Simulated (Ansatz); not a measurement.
Input and output for Hf (hcp type): DFT, PBEsol, PAW with Ansatz's default frozen-core files, scalar-relativistic (Ansatz 0.2.0). This run: volume at 0.94 of the series' base cell.

The cell comes from a relaxation on PAW files under the same functional.

Command: `ansatz run input.yaml --threads 1 --pin off --max-ram 2048MiB --backend cpu --events-out ev --progress --plain --runs-dir out` It took 5.1 s on 1 thread of Intel(R) Xeon(R) Platinum 8488C (Sapphire Rapids), on a shared host, peak memory 0.45 GiB.

```yaml
crystal:
  lattice:
    - [3.0910972905, 0.0, 0.0]
    - [-1.5455486453, 2.6769687791, 0.0]
    - [0.0, 0.0, 4.909500262]
  atoms:
    - { symbol: Hf, position: [0.3333333333, 0.6666666667, 0.25] }
    - { symbol: Hf, position: [0.6666666667, 0.3333333333, 0.75] }
kpoints:
  mp_grid: { grid: [14, 14, 8] }
scf:
  occupations: { method: fermi_dirac, width: 0.08 }
hamiltonian:
  xc: pbesol
  pseudopotentials: { kind: paw }
output:
  forces: true
  stress: true
  eigenvalues: true
  populations: true
```

Output:

```
Engine: ansatz 0.2.0
Pseudopotentials: kind: paw
Pseudopotential: Hf, paw, valence charge 26, recommended cutoff 420 eV (normal), Hf.paw.azcp
Functional definition: PBEsol
  exchange = pbesol_x
  correlation = pbesol_c
Crystal: 2 atoms, lattice volume = 40.625 Å³
Basis set: ecut = 420 eV, 773 PW (Γ), exchange–correlation on 48×48×72 points (8 copies of the dense FFT grid, shifted against one another)
Bands: 32, of which v1, the nominal top of the filled ones, is band 26 counted from 1 (25 counted from 0)
Symmetry: 24 space group operations
Space group: P63/mmc (ITA 194), of the structure as read, at distance tolerance 3.4e-5 Å
k-points: 120 of 1568
Non-local potential: Hf, projectors of the file, l = 0: 3, l = 1: 2, l = 2: 2, l = 3: 3
PAW form: soft (Blöchl's): semilocal exchange-correlation on the pseudo side does not see the compensation charge
PAW frozen core: Hf, regenerated for the run's functional, and the local potential with it (the file was generated under x = pbe(κ = 0.804, μ = 0.2195149727645171), c = pbe(β = 0.06672455060314922))
PAW one-centre angular grid: Hf, 590 points (default); XC on 64 Gauss nodes
Initial density: superposition of atomic densities (neutral atoms: chi_scale 0, normalization atom), corrected by the library's trained network
Initial wavefunctions: pseudopotential atomic-orbital guess
Functional: x = pbesol(κ = 0.804, μ = 0.12345679012345678), c = pbesol(β = 0.046)
SCF iter   1: F=—  HF=-31196.006829 eV  |F-HF|=—  |Δ(HF+E_count)|=         —  Δρ=3.45e-3  dr2=2.44e-3  ethr=1.77e-3  ⟨swp⟩=4.6  Hψ=12738  notcnv=0
preconditioner: auto → Kerker (q_TF=auto, 2.843 Å⁻¹)  [metal: Δε(μ)=0.006 eV  Ē_g=17.585 eV  σ=0.080 eV  W_gap=0.02  n_scr=22 (ndim 8)  ℏωp=40.4 eV  f_vac=0.000  D(μ)=1.46/eV (n_scr^D=8)]
SCF iter   2: F=—  HF=-31196.007179 eV  |F-HF|=—  |Δ(HF+E_count)|=   3.49e-4  Δρ=1.98e-3  dr2=7.36e-4  ethr=4.68e-6  ⟨swp⟩=2.1  Hψ=7343  notcnv=0
SCF iter   3: F=—  HF=-31196.007322 eV  |F-HF|=—  |Δ(HF+E_count)|=   1.44e-4  Δρ=8.39e-4  dr2=2.17e-4  ethr=1.42e-6  ⟨swp⟩=2.0  Hψ=5563  notcnv=0
SCF iter   4: F=—  HF=-31196.007256 eV  |F-HF|=—  |Δ(HF+E_count)|=   6.65e-5  Δρ=1.98e-4  dr2=1.15e-5  ethr=4.17e-7  ⟨swp⟩=2.0  Hψ=6922  notcnv=0
SCF iter   5: F=—  HF=-31196.007264 eV  |F-HF|=—  |Δ(HF+E_count)|=   8.42e-6  Δρ=4.37e-5  dr2=4.52e-7  ethr=2.22e-8  ⟨swp⟩=2.0  Hψ=6958  notcnv=0
SCF iter   6: F=-31196.007264 eV  HF=-31196.007264 eV  |F-HF|=2.07e-8  |Δ(HF+E_count)|=   1.73e-7  Δρ=7.85e-6  dr2=1.72e-8  ethr=1.92e-10  ⟨swp⟩=5.4  Hψ=16529  notcnv=0
SCF 1 converged in 6 iterations: F = -31196.007264 eV  dr2 = 1.72e-8
  greatest PAW one-centre occupation: 0.998 electrons in one spin orbital (limit 2), on the Hf atom at site 1 (counted from 0), in its partial waves of l = 0
SCF converged after 6 iterations
Free energy (F): -31196.007264 eV
Harris-Foulkes:  -31196.007264 eV  (|F-HF|=2.07e-8)
Internal energy: -31195.974657 eV  (E = F + TS)
E sigma→0 (E₀):  -31195.990961 eV
Entropy (-TS):   -0.032607 eV (-16.303 meV/atom)
Fermi energy:    21.935179 eV
--- Per-component energies (eV) ---
  E_band       = 188.844442
  E_kinetic    = 856.741078
  E_local      = -9633.118367  (includes V_loc(G=0)·N_el)
  E_nonlocal   = -2476.483601
  E_hartree    = 4572.038296
  E_xc         = -598.353549
  E_vxc        = -535.639508  (∫ρ·V_xc dr)
  E_paw        = -13616.652292  (= ΣΔE_a)
  E_vpaw       = 2833.266421  (= ΣTr[D̂ρ^β])
  E_aug_tail   = -0.000003  (compensation charges beyond the density's cutoff)
  E_ewald      = -10302.648402
  E_core_change = 2.502183  (= ΣΔE_core)
  E_smearing   = -0.032607  (= −TS)
  E_closure    = -0.000000  (closes the sum)
  Σ components = -31196.007264   (vs F -31196.007264, Δ=0.00e0)
--- Forces (eV/Å), atoms counted from 1 ---
  atom   1  Hf     0.00000000     0.00000000     0.00000000
  atom   2  Hf    -0.00000000     0.00000000     0.00000000
  max |Σ_I F_I| component: 0.00e0 eV/Å
--- Stress (GPa, compression-positive) ---
        7.799831      -0.000000       0.000000
       -0.000000       7.799831      -0.000000
        0.000000      -0.000000       7.798813
  P = ⅓ Tr σ = 7.7995 GPa (77.995 kbar)
--- Band table (eV; the first three rows and the last of 120) ---
  k-point 0: bands = ["-39.7210", "-39.6121", "-9.0712", "-8.0564", "-8.0564", "-7.8860", "-7.8860", "-7.8821", "10.3213", "10.3576", "10.3673", "10.3674", "10.3674", "10.3718", "10.3718", "10.3845", "10.3845", "10.3955", "10.4217", "10.4217", "10.4701", "10.4747", "14.2397", "17.8993", "22.9589", "23.1129", "23.1129", "23.3864", "24.0349", "24.0349", "24.7845", "24.7845"]
  k-point 1: bands = ["-39.7169", "-39.6162", "-9.0296", "-8.0500", "-8.0500", "-7.9315", "-7.8925", "-7.8925", "10.3214", "10.3569", "10.3569", "10.3604", "10.3634", "10.3786", "10.3786", "10.3851", "10.3851", "10.3958", "10.4253", "10.4253", "10.4703", "10.4745", "14.4008", "17.8502", "22.7019", "23.0240", "23.0240", "23.2493", "23.9021", "23.9021", "25.0469", "25.0469"]
  k-point 2: bands = ["-39.7052", "-39.6281", "-8.9096", "-8.0703", "-8.0317", "-8.0317", "-7.9112", "-7.9112", "10.3227", "10.3487", "10.3487", "10.3543", "10.3668", "10.3668", "10.3677", "10.3952", "10.4011", "10.4011", "10.4305", "10.4305", "10.4707", "10.4740", "14.8633", "17.6374", "22.2061", "22.8859", "22.8957", "22.8957", "23.5911", "23.5911", "25.6749", "25.6749"]
  k-point 119: bands = ["-39.6027", "-39.6027", "-8.8117", "-8.8117", "-8.5057", "-8.5057", "-8.0726", "-8.0726", "10.3629", "10.3629", "10.3682", "10.3682", "10.3782", "10.3782", "10.3885", "10.3885", "10.3947", "10.3947", "10.3954", "10.3954", "10.4456", "10.4456", "19.7325", "19.7325", "20.5950", "20.5950", "21.8371", "21.8371", "24.6008", "24.6008", "27.6381", "27.6381"]
--- Löwdin populations: 2 sites ---
  site symbol       q [e]
     0     Hf     25.9447
     1     Hf     25.9447
  spilling = 0.002127 (of n_electrons = 52.000000)
```

populations.tsv:

```
# site	symbol	l	j	q
# orbitals = lowdin
# n_electrons = 52.000000
# spilling = 0.002127
0	Hf	0_5S	-	1.947795
0	Hf	0_6S	-	0.799488
0	Hf	1_5P	-	5.967927
0	Hf	2_5D	-	3.236886
0	Hf	3_4F	-	13.992608
1	Hf	0_5S	-	1.947795
1	Hf	0_6S	-	0.799488
1	Hf	1_5P	-	5.967927
1	Hf	2_5D	-	3.236886
1	Hf	3_4F	-	13.992608
```

Next run (shape and atoms relaxed at 0.88 of the base cell's volume), as changes to the input before:

```diff
   lattice:
-    - [3.0910972905, 0.0, 0.0]
-    - [-1.5455486453, 2.6769687791, 0.0]
-    - [0.0, 0.0, 4.909500262]
+    - [3.0271090418, 0.0, 0.0]
+    - [-1.5135545209, 2.6215533302, 0.0]
+    - [0.0, 0.0, 4.7924912037]
   atoms:
   stress: true
-  eigenvalues: true
-  populations: true
+relax:
+  f_tol: 0.005
+  max_steps: 30
+  cell: { stress_tol: 0.06, fix: [volume] }
```

Results part of the output:

```
basis re-selected at this cell: Δ(F+E_penalty+E_count) = -1.086e-6 eV, ΔP = -0.001 GPa vs the last step (what re-selecting the basis moved, of the pressure what is left beyond the Pulay correction that the steps carried, after the strain that the cell walked since its last selection, with what the two solves' SCF thresholds leave and, on support functions, any second-order correction that the steps lacked; it is no measure of the basis error at this ecutwfc). This SCF's stress stands 6.81e-3 GPa from its target on what of the cell is left free (relax.cell.stress_tol is 6.00e-2 GPa) and its largest allowed force component is 3.24e-16 eV/Å (relax.f_tol is 5.00e-3 eV/Å): within both
SCF converged after 5 iterations
Free energy (F): -31195.802463 eV
Harris-Foulkes:  -31195.802463 eV  (|F-HF|=7.28e-12)
Internal energy: -31195.768686 eV  (E = F + TS)
E sigma→0 (E₀):  -31195.785575 eV
Entropy (-TS):   -0.033777 eV (-16.888 meV/atom)
Fermi energy:    23.556905 eV
--- Per-component energies (eV) ---
  E_band       = 278.175716
  E_kinetic    = 862.932190
  E_local      = -9269.015278  (includes V_loc(G=0)·N_el)
  E_nonlocal   = -2475.728212
  E_hartree    = 4434.424462
  E_xc         = -600.617280
  E_vxc        = -538.602618  (∫ρ·V_xc dr)
  E_paw        = -13618.216474  (= ΣΔE_a)
  E_vpaw       = 2829.740706  (= ΣTr[D̂ρ^β])
  E_aug_tail   = -0.000003  (compensation charges beyond the density's cutoff)
  E_ewald      = -10532.050275
  E_core_change = 2.502183  (= ΣΔE_core)
  E_smearing   = -0.033777  (= −TS)
  E_closure    = 0.000000  (closes the sum)
  Σ components = -31195.802463   (vs F -31195.802463, Δ=0.00e0)
--- Forces (eV/Å), atoms counted from 1 ---
  atom   1  Hf     0.00000000    -0.00000000     0.00000000
  atom   2  Hf     0.00000000     0.00000000    -0.00000000
  max |Σ_I F_I| component: 1.11e-16 eV/Å
--- Stress (GPa, compression-positive) ---
       17.955631       0.000000       0.000000
        0.000000      17.955631       0.000000
        0.000000       0.000000      17.945419
  P = ⅓ Tr σ = 17.9522 GPa (179.522 kbar)
--- Relaxed structure (3 steps of the walk, 3 accepted, 1 SCFs on fresh bases) ---
  F+E_penalty+E_count = -31195.80246307 eV   max|allowed force component| = 3.238e-16 eV/Å   (the final SCF, on the basis selected at the relaxed cell)
  cell:  # Å, volume = 38.0319 Å³
    - [3.0188574494410125, -2.3114859533911717e-34, 0.0]
    - [-1.5094287247205063, 2.6144072416198134, 0.0]
    - [0.0, 0.0, 4.818726115734869]
  atoms:
    - { symbol: Hf, position: [0.3333333333333333, 0.6666666666666666, 0.25] }
    - { symbol: Hf, position: [0.6666666666666665, 0.3333333333333333, 0.7500000000000001] }
```

Next run (volume at 0.88 of the series' base cell), as changes to the input before:

```diff
   lattice:
-    - [3.0271090418, 0.0, 0.0]
-    - [-1.5135545209, 2.6215533302, 0.0]
-    - [0.0, 0.0, 4.7924912037]
+    - [3.0188574494, 0.0, 0.0]
+    - [-1.5094287247, 2.6144072416, 0.0]
+    - [0.0, 0.0, 4.8187261157]
   atoms:
   mp_grid: { grid: [14, 14, 8] }
+  band_path:
+    path:
+      - [0.0, 0.0, 0.0]
+      - [0.5, 0.0, 0.0]
+      - [0.3333333333, 0.3333333333, 0.0]
+      - [0.0, 0.0, 0.0]
+      - [0.0, 0.0, 0.5]
+      - [0.5, 0.0, 0.5]
+      - [0.3333333333, 0.3333333333, 0.5]
+      - [0.0, 0.0, 0.5]
+      - [0.5, 0.0, 0.5]
+    npoints: 8
 scf:
   stress: true
-relax:
-  f_tol: 0.005
-  max_steps: 30
-  cell: { stress_tol: 0.06, fix: [volume] }
+  eigenvalues: true
+  populations: true
+  dos: { projected: true, de: 0.2, e_range: [-14, 8] }
```

Results part of the output:

```
SCF 1 converged in 6 iterations: F = -31195.802463 eV  dr2 = 3.43e-8
  greatest PAW one-centre occupation: 0.998 electrons in one spin orbital (limit 2), on the Hf atom at site 1 (counted from 0), in its partial waves of l = 0
NSCF: frozen V_eff on 65 k-points
SCF converged after 6 iterations
Free energy (F): -31195.802463 eV
Harris-Foulkes:  -31195.802463 eV  (|F-HF|=2.06e-8)
Internal energy: -31195.768686 eV  (E = F + TS)
E sigma→0 (E₀):  -31195.785574 eV
Entropy (-TS):   -0.033778 eV (-16.889 meV/atom)
Fermi energy:    23.556865 eV
--- Per-component energies (eV) ---
  E_band       = 278.160625
  E_kinetic    = 862.933987
  E_local      = -9269.026801  (includes V_loc(G=0)·N_el)
  E_nonlocal   = -2475.731952
  E_hartree    = 4434.434877
  E_xc         = -600.617833
  E_vxc        = -538.603186  (∫ρ·V_xc dr)
  E_paw        = -13618.212868  (= ΣΔE_a)
  E_vpaw       = 2829.729250  (= ΣTr[D̂ρ^β])
  E_aug_tail   = -0.000003  (compensation charges beyond the density's cutoff)
  E_ewald      = -10532.050275
  E_core_change = 2.502183  (= ΣΔE_core)
  E_smearing   = -0.033778  (= −TS)
  E_closure    = 0.000000  (closes the sum)
  Σ components = -31195.802463   (vs F -31195.802463, Δ=0.00e0)
--- Forces (eV/Å), atoms counted from 1 ---
  atom   1  Hf     0.00000000    -0.00000000     0.00000000
  atom   2  Hf    -0.00000000     0.00000000     0.00000000
  max |Σ_I F_I| component: 5.55e-17 eV/Å
--- Stress (GPa, compression-positive) ---
       17.955282      -0.000000       0.000000
        0.000000      17.955282       0.000000
        0.000000       0.000000      17.945172
  P = ⅓ Tr σ = 17.9519 GPa (179.519 kbar)
--- Band table (eV; the first three rows and the last of 120) ---
  k-point 0: bands = ["-37.9859", "-37.8436", "-7.4975", "-6.2552", "-6.2552", "-6.0533", "-6.0533", "-6.0491", "12.0748", "12.1100", "12.1219", "12.1302", "12.1302", "12.1385", "12.1385", "12.1515", "12.1515", "12.1648", "12.1974", "12.1974", "12.2500", "12.2553", "15.6520", "19.2761", "24.7301", "24.7301", "24.8515", "24.9624", "25.7189", "25.7189", "26.5800", "26.5800"]
  k-point 1: bands = ["-37.9806", "-37.8491", "-7.4474", "-6.2476", "-6.2476", "-6.1102", "-6.0611", "-6.0611", "12.0742", "12.1142", "12.1179", "12.1190", "12.1190", "12.1445", "12.1445", "12.1531", "12.1531", "12.1645", "12.2017", "12.2017", "12.2502", "12.2551", "15.8256", "19.2446", "24.5586", "24.6394", "24.6394", "24.8187", "25.5784", "25.5784", "26.8569", "26.8569"]
  k-point 2: bands = ["-37.9653", "-37.8647", "-7.3028", "-6.2811", "-6.2260", "-6.2260", "-6.0832", "-6.0832", "12.0745", "12.1081", "12.1094", "12.1094", "12.1242", "12.1307", "12.1307", "12.1623", "12.1721", "12.1721", "12.2077", "12.2077", "12.2508", "12.2545", "16.3215", "19.0831", "23.9664", "24.4410", "24.5076", "24.5076", "25.2490", "25.2490", "27.5255", "27.5255"]
  k-point 119: bands = ["-37.8274", "-37.8274", "-7.1891", "-7.1891", "-6.8255", "-6.8255", "-6.2845", "-6.2845", "12.1257", "12.1257", "12.1326", "12.1326", "12.1408", "12.1408", "12.1529", "12.1529", "12.1632", "12.1632", "12.1651", "12.1651", "12.2201", "12.2201", "21.1999", "21.1999", "22.1182", "22.1182", "23.5434", "23.5434", "26.3213", "26.3213", "29.6688", "29.6688"]
--- Löwdin populations: 2 sites ---
  site symbol       q [e]
     0     Hf     25.9553
     1     Hf     25.9553
  spilling = 0.001721 (of n_electrons = 52.000000)
```

Next run (shape and atoms relaxed at 0.8 of the base cell's volume), as changes to the input before:

```diff
   lattice:
-    - [3.0188574494, 0.0, 0.0]
-    - [-1.5094287247, 2.6144072416, 0.0]
-    - [0.0, 0.0, 4.8187261157]
+    - [2.9324492417, 0.0, 0.0]
+    - [-1.4662246208, 2.5395755386, 0.0]
+    - [0.0, 0.0, 4.6426266785]
   atoms:
   mp_grid: { grid: [14, 14, 8] }
-  band_path:
-    path:
-      - [0.0, 0.0, 0.0]
-      - [0.5, 0.0, 0.0]
-      - [0.3333333333, 0.3333333333, 0.0]
-      - [0.0, 0.0, 0.0]
-      - [0.0, 0.0, 0.5]
-      - [0.5, 0.0, 0.5]
-      - [0.3333333333, 0.3333333333, 0.5]
-      - [0.0, 0.0, 0.5]
-      - [0.5, 0.0, 0.5]
-    npoints: 8
 scf:
   stress: true
-  eigenvalues: true
-  populations: true
-  dos: { projected: true, de: 0.2, e_range: [-14, 8] }
+relax:
+  f_tol: 0.005
+  max_steps: 30
+  cell: { stress_tol: 0.11, fix: [volume] }
```

Command: `ansatz run input.yaml --threads 1 --pin off --max-ram 2048MiB --backend cpu --events-out ev --progress --plain --runs-dir out` It took 14 s on 1 thread of Intel(R) Xeon(R) Platinum 8488C (Sapphire Rapids), on a shared host, peak memory 0.47 GiB.

Results part of the output:

```
basis re-selected at this cell: Δ(F+E_penalty+E_count) = -4.875e-6 eV, ΔP = -0.001 GPa vs the last step (what re-selecting the basis moved, of the pressure what is left beyond the Pulay correction that the steps carried, after the strain that the cell walked since its last selection, with what the two solves' SCF thresholds leave and, on support functions, any second-order correction that the steps lacked; it is no measure of the basis error at this ecutwfc). This SCF's stress stands 4.63e-2 GPa from its target on what of the cell is left free (relax.cell.stress_tol is 1.10e-1 GPa) and its largest allowed force component is 1.48e-16 eV/Å (relax.f_tol is 5.00e-3 eV/Å): within both
SCF converged after 5 iterations
Free energy (F): -31195.226963 eV
Harris-Foulkes:  -31195.226963 eV  (|F-HF|=1.09e-11)
Internal energy: -31195.193563 eV  (E = F + TS)
E sigma→0 (E₀):  -31195.210263 eV
Entropy (-TS):   -0.033401 eV (-16.700 meV/atom)
Fermi energy:    26.063208 eV
--- Per-component energies (eV) ---
  E_band       = 414.771993
  E_kinetic    = 872.731865
  E_local      = -8732.465934  (includes V_loc(G=0)·N_el)
  E_nonlocal   = -2474.526395
  E_hartree    = 4234.024265
  E_xc         = -604.094966
  E_vxc        = -543.156160  (∫ρ·V_xc dr)
  E_paw        = -13620.696275  (= ΣΔE_a)
  E_vpaw       = 2824.140030  (= ΣTr[D̂ρ^β])
  E_aug_tail   = -0.000003  (compensation charges beyond the density's cutoff)
  E_ewald      = -10872.668304
  E_core_change = 2.502183  (= ΣΔE_core)
  E_smearing   = -0.033401  (= −TS)
  E_closure    = 0.000000  (closes the sum)
  Σ components = -31195.226963   (vs F -31195.226963, Δ=0.00e0)
--- Forces (eV/Å), atoms counted from 1 ---
  atom   1  Hf     0.00000000     0.00000000     0.00000000
  atom   2  Hf    -0.00000000    -0.00000000     0.00000000
  max |Σ_I F_I| component: 7.40e-17 eV/Å
--- Stress (GPa, compression-positive) ---
       36.518621       0.000000       0.000000
        0.000000      36.518621       0.000000
        0.000000       0.000000      36.449100
  P = ⅓ Tr σ = 36.4954 GPa (364.954 kbar)
--- Relaxed structure (3 steps of the walk, 3 accepted, 1 SCFs on fresh bases) ---
  F+E_penalty+E_count = -31195.22696326 eV   max|allowed force component| = 1.480e-16 eV/Å   (the final SCF, on the basis selected at the relaxed cell)
  cell:  # Å, volume = 34.5745 Å³
    - [2.913102675396055, -2.867702592723517e-11, 0.0]
    - [-1.456551337673192, 2.5228209207397354, 0.0]
    - [0.0, 0.0, 4.7044968894029875]
  atoms:
    - { symbol: Hf, position: [0.3333333333333333, 0.6666666666666667, 0.25] }
    - { symbol: Hf, position: [0.6666666666666667, 0.33333333333333337, 0.75] }
```

Next run (volume at 0.8 of the series' base cell), as changes to the input before:

```diff
   lattice:
-    - [2.9324492417, 0.0, 0.0]
-    - [-1.4662246208, 2.5395755386, 0.0]
-    - [0.0, 0.0, 4.6426266785]
+    - [2.9131026754, 0.0, 0.0]
+    - [-1.4565513377, 2.5228209207, 0.0]
+    - [0.0, 0.0, 4.7044968894]
   atoms:
   stress: true
-relax:
-  f_tol: 0.005
-  max_steps: 30
-  cell: { stress_tol: 0.11, fix: [volume] }
+  eigenvalues: true
+  populations: true
```

Command: `ansatz run input.yaml --threads 1 --pin off --max-ram 2048MiB --backend cpu --events-out ev --progress --plain --runs-dir out` It took 4.6 s on 1 thread of Intel(R) Xeon(R) Platinum 8488C (Sapphire Rapids) (shared host), peak memory 0.45 GiB.

Results part of the output:

```
SCF 1 converged in 6 iterations: F = -31195.226963 eV  dr2 = 2.77e-8
  greatest PAW one-centre occupation: 0.998 electrons in one spin orbital (limit 2), on the Hf atom at site 1 (counted from 0), in its partial waves of l = 0
SCF converged after 6 iterations
Free energy (F): -31195.226963 eV
Harris-Foulkes:  -31195.226963 eV  (|F-HF|=1.96e-8)
Internal energy: -31195.193563 eV  (E = F + TS)
E sigma→0 (E₀):  -31195.210263 eV
Entropy (-TS):   -0.033400 eV (-16.700 meV/atom)
Fermi energy:    26.063175 eV
--- Per-component energies (eV) ---
  E_band       = 414.761171
  E_kinetic    = 872.734047
  E_local      = -8732.475277  (includes V_loc(G=0)·N_el)
  E_nonlocal   = -2474.522722
  E_hartree    = 4234.032771
  E_xc         = -604.095635
  E_vxc        = -543.156872  (∫ρ·V_xc dr)
  E_paw        = -13620.700623  (= ΣΔE_a)
  E_vpaw       = 2824.124639  (= ΣTr[D̂ρ^β])
  E_aug_tail   = -0.000003  (compensation charges beyond the density's cutoff)
  E_ewald      = -10872.668304
  E_core_change = 2.502183  (= ΣΔE_core)
  E_smearing   = -0.033400  (= −TS)
  E_closure    = -0.000000  (closes the sum)
  Σ components = -31195.226963   (vs F -31195.226963, Δ=0.00e0)
--- Forces (eV/Å), atoms counted from 1 ---
  atom   1  Hf    -0.00000000     0.00000000     0.00000000
  atom   2  Hf    -0.00000000    -0.00000000     0.00000000
  max |Σ_I F_I| component: 1.11e-16 eV/Å
--- Stress (GPa, compression-positive) ---
       36.518055       0.000000       0.000000
       -0.000000      36.518055       0.000000
        0.000000       0.000000      36.448637
  P = ⅓ Tr σ = 36.4949 GPa (364.949 kbar)
--- Band table (eV; the first three rows and the last of 120) ---
  k-point 0: bands = ["-35.3541", "-35.1506", "-5.1260", "-3.4779", "-3.4779", "-3.2358", "-3.2281", "-3.2281", "14.7484", "14.7756", "14.7911", "14.8191", "14.8191", "14.8368", "14.8368", "14.8474", "14.8474", "14.8656", "14.9107", "14.9107", "14.9680", "14.9742", "17.9013", "21.4234", "27.2362", "27.2362", "27.3240", "27.8085", "28.3108", "28.3108", "29.4025", "29.4025"]
  k-point 1: bands = ["-35.3465", "-35.1585", "-5.0618", "-3.4685", "-3.4685", "-3.3174", "-3.2377", "-3.2377", "14.7452", "14.7834", "14.7870", "14.8075", "14.8075", "14.8392", "14.8392", "14.8527", "14.8527", "14.8641", "14.9155", "14.9155", "14.9682", "14.9740", "18.0948", "21.4160", "27.1472", "27.1472", "27.1748", "27.4653", "28.1630", "28.1630", "29.6949", "29.6949"]
  k-point 2: bands = ["-35.3247", "-35.1809", "-4.8761", "-3.5445", "-3.4418", "-3.4418", "-3.2652", "-3.2652", "14.7423", "14.7764", "14.7962", "14.7962", "14.7996", "14.8224", "14.8224", "14.8588", "14.8762", "14.8762", "14.9225", "14.9225", "14.9689", "14.9733", "18.6417", "21.3287", "26.7304", "26.7887", "27.0157", "27.0157", "27.8146", "27.8146", "30.4124", "30.4124"]
  k-point 119: bands = ["-35.1144", "-35.1144", "-4.7387", "-4.7387", "-4.2854", "-4.2854", "-3.5502", "-3.5502", "14.8140", "14.8140", "14.8215", "14.8215", "14.8304", "14.8304", "14.8449", "14.8449", "14.8611", "14.8611", "14.8687", "14.8687", "14.9279", "14.9279", "23.4731", "23.4731", "24.4952", "24.4952", "26.2190", "26.2190", "28.9723", "28.9723", "32.8422", "32.8422"]
--- Löwdin populations: 2 sites ---
  site symbol       q [e]
     0     Hf     25.9670
     1     Hf     25.9670
  spilling = 0.001270 (of n_electrons = 52.000000)
```

Spin–orbit coupling is left out, which matters for the heavy atoms. The PAW files were made under PBE.
